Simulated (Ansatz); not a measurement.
This run works on a generated trial structure, not on a known crystal.

Input and command of a plane-wave DFT calculation in Ansatz:

```yaml
crystal:
  lattice:
    - [3.14523774, -4.79816829, 0.0]
    - [3.14523774, 4.79816829, 0.0]
    - [0.0, 0.0, 4.29614531]
  atoms:
    - { symbol: Zr, position: [0.67372839, 0.32627161, 0.75] }
    - { symbol: Zr, position: [0.32627161, 0.67372839, 0.25] }
    - { symbol: Zr, position: [0.18903382, 0.3772219, 0.75] }
    - { symbol: Zr, position: [0.81096618, 0.6227781, 0.25] }
    - { symbol: Zr, position: [0.3772219, 0.18903382, 0.25] }
    - { symbol: Zr, position: [0.6227781, 0.81096618, 0.75] }
    - { symbol: W, position: [0.13625164, 0.86374836, 0.75] }
    - { symbol: W, position: [0.86374836, 0.13625164, 0.25] }
basis:
  ecutwfc: 420
kpoints:
  mp_grid: { grid: [3, 3, 4] }
hamiltonian:
  xc: pbe
scf:
  occupations: { method: gaussian, width: 0.2 }
  lower_state_search: "off"
output:
  forces: true
  stress: true
  eigenvalues: true
relax:
  adjacent_minimum: "off"
  f_tol: 0.08
  max_steps: 16
  cell: { stress_tol: 0.8 }
```

```bash
ansatz run input.yaml --threads 1 --pin off --max-ram 2560MiB --backend cpu --events-out ev --progress --plain --runs-dir out
```

Processor: Intel(R) Xeon(R) Processor @ 2.50GHz (Skylake/Cascade Lake), 1 thread, on a host shared with other jobs.

**Question.** How long does it run, and how much memory does it take?

**Answer.** About 3.6 min, peak memory 0.5 GiB. It solves 60 bands at 12 k points (after reduction by symmetry) with about 3251 plane waves (on the last cell), in 80 SCF iterations over 13 ionic steps.
